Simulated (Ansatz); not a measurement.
Hf (hcp, Mg type)

```xyz
2
Lattice="3.2041 0.0000 0.0000 -1.6021 2.7749 0.0000 0.0000 0.0000 5.0689" Properties=species:S:1:pos:R:3 pbc="T T T"
Hf     0.0000     1.8499     3.8017
Hf     1.6021     0.9250     1.2672
```

Equation-of-state scan: isotropic scaling of the cell above, V₀ being its volume. Symmetry pins the atoms to their sites.

Method: PBE (plane waves to 420 eV, PAW, scalar-relativistic; Ansatz, a program for electronic structure). k mesh 17×17×9 (Γ-centred), Fermi-Dirac smearing 0.05 eV. Compression counts positive. Hf is run without spin polarisation. Hf was relaxed with its symmetry unable to fall. Spin-orbit coupling is left out, though Hf is heavy. The PAW data are Ansatz's earlier set.

At one point of the scan the stress tensor (GPa) is:

```
    5.9      0.0      0.0
    0.0      5.9      0.0
    0.0      0.0      6.2
```

### Question
Which point is it?
A) V/V₀ = 0.925
B) V/V₀ = 0.950
C) V/V₀ = 0.900
D) V/V₀ = 0.975

### Answer
B, V/V₀ = 0.950

(A scan under strain: stresses follow from slopes of the energy per volume, elastic moduli from its curvatures.)
